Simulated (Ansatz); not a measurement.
Al2Cu: clamped-ion strain scan

Method: DFT PBEsol, scalar-relativistic, plane waves, PAW in Ansatz. The runs took a 420 eV cutoff, a Γ-centred 12×12×12 mesh and Gaussian smearing (0.15 eV). No spin polarisation. Energies are free energies at this smearing, counted from the undisturbed cell; pressure is positive in compression.

Zero of the scan (relaxed at this level; with this scan's settings it stands at 0.1 GPa; it needn't be the usual structure):

```
Al Cu
1.0
    -2.99655    2.99655    2.41392
     2.99655   -2.99655    2.41392
     2.99655    2.99655   -2.41392
Al Cu
4 2
Direct
  0.15932 0.65932 0.81864
  0.65932 0.84068 0.50000
  0.84068 0.34068 0.18136
  0.34068 0.15932 0.50000
  0.75000 0.75000 0.00000
  0.25000 0.25000 0.00000
```

The cell is strained by ε times the Voigt pattern (0, 1, 0, 0, 0, 0) (xx, yy, zz, yz, xz, xy; engineering shear) with fractional coordinates fixed. The cell is metallic on the mesh throughout.

Q: Over the sampled range (-0.0400 to 0.0400), is the undisturbed cell the lowest point?

A: Yes, every other sampled point lies higher.

Q: Which end lies higher in energy, -0.0400 or +0.0400?

A: -0.0400: 16.0 against 12.6.

The scan:

| ε | ΔE (meV/atom) |
| --- | --- |
| -0.0400 | 16.0 |
| -0.0200 | 4.0 |
| 0.0000 | 0.0 |
| 0.0100 | 0.7 |
| 0.0300 | 7.0 |
| 0.0400 | 12.6 |